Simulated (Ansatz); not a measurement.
## Pb: stationary points along a deformation path

Computed with DFT PBEsol, scalar-relativistic, plane waves, PAW (Ansatz 0.2.0). Settings: plane waves to 420 eV, k-mesh 18×18×18 (Γ-centred), Gaussian smearing 0.15 eV. Spin–orbit coupling is left out, which can shift energies with elements as heavy as these. No spin polarisation. Energies are free energies at this smearing, counted from the undisturbed cell; pressure is positive in compression.

The undisturbed cell (as given, not relaxed at this level; it stands at -1.6 GPa; this bcc form isn't the usual structure):

```
CELL_PARAMETERS angstrom
-1.97966 1.97966 1.97966
1.97966 -1.97966 1.97966
1.97966 1.97966 -1.97966
ATOMIC_POSITIONS crystal
Pb 0.00000 0.00000 0.00000
```

At fixed volume and fractional coordinates, lengths along (0.000, 0.000, 1.000) are scaled against those across it; ρ is that ratio over its starting value. V = 31.034 Å³/atom. Δσ is the stress along the axis less the mean stress across it (compression positive).

```csv
ρ,ΔE (meV/atom),Δσ (GPa),space group
0.650,160.0,14.11,I4/mmm
0.707,48.5,7.00,I4/mmm
0.780,-5.7,2.19,I4/mmm
0.850,-15.3,-0.25,I4/mmm
0.920,-7.8,-1.13,I4/mmm
0.960,-2.2,-0.79,I4/mmm
1.000,0.0,0.00,Im-3m
1.050,-3.1,0.89,I4/mmm
1.100,-9.8,1.32,I4/mmm
1.200,-25.7,1.29,I4/mmm
1.300,-35.1,0.61,I4/mmm
1.414,-37.8,0.00,Fm-3m
1.500,-37.4,-0.39,I4/mmm
```

How does the stress give the slope of the energy, and where is the energy stationary?

Along the path d ln(length) is 2/3 d ln ρ on the axis and −1/3 d ln ρ across it, so dE/d ln ρ = −(2/3) V Δσ: the energy falls with ρ where Δσ is positive. Δσ vanishes or changes sign between ρ = 0.780 and 0.850, a minimum (near 0.84 by linear interpolation); at ρ = 1.000 (Im-3m), a maximum at 0.0 meV/atom; at ρ = 1.414 (Fm-3m), a minimum at -37.8 meV/atom. Pairs of stationary points between two samples would go unseen, and could change a minimum read from distant neighbours into a maximum. At ρ = 1.000, 1.414 the cell is cubic, where symmetry alone makes the stress isotropic and the slope zero.

Which shear constant sets the curvature at ρ = 1?

For a cubic crystal E/V = (2/3) C (ln ρ)² with C = C′ = (C11 − C12)/2, so Δσ = −2C ln ρ. The parabola of Δσ against ln ρ through ρ = 0.960, 1 and 1.050 gives C ≈ -9.4 GPa with the ions clamped, rough because the steps are large. It is the stress–strain coefficient at this cell's pressure of -1.6 GPa, not the zero-pressure constant. It is negative, so the cubic cell is unstable to this shear.

Integrate that slope from ρ = 1 to 0.850 by the trapezoid rule.

With V/N in Å³ and 1 eV/Å³ = 160.2 GPa the slopes at ρ = 1.000, 0.960, 0.920, 0.850 are 0, 102, 146, 32 meV/atom per unit of ln ρ. The steps add (-2.1) + (-5.3) + (-7.0) = -14.4 meV/atom, against -15.3 from the energies; the trapezoid rule misses the curvature of the slope within each step.

Is the start the lowest point of the path?

No: ρ = 1.414 lies 37.8 meV/atom lower, with no sampled rise above the start on the way. Volume and inner coordinates are held, so a relaxed structure there would lie lower still.

In a metal these slopes depend on the k mesh and the smearing.